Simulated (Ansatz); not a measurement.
LaH3:
```xyz
4
Lattice="0.0000 2.7865 2.7865 2.7865 0.0000 2.7865 2.7865 2.7865 0.0000" Properties=species:S:1:pos:R:3 pbc="T T T"
La     0.0000     0.0000     0.0000
H      2.7865     2.7865     2.7865
H      4.1797     4.1797     4.1797
H      1.3932     1.3932     1.3932
```

Relaxed with r²SCAN.

**Question.** Give the Bader charges and basin volumes of the independent atoms, r²SCAN in the plane-wave PAW code Ansatz.

**Answer.** 

```csv
atom,Bader charge (e),Bader volume (Å³)
La1,+1.86,19.5
H2,-0.59,8.7
H3,-0.64,7.5
```

Space group Fm-3m. The workflow started from a Materials Project entry (that database holds measured and hypothetical structures alike); the Crystallography Open Database copy checked does not list it. Whether it is the stable phase at ambient conditions was not checked. The cell was relaxed with r²SCAN under the symmetry of its start. At this level the phase is dynamically unstable (imaginary phonons). Spin–orbit coupling is left out wherever it is not named.

Potentials: the later of the program's two PAW sets.
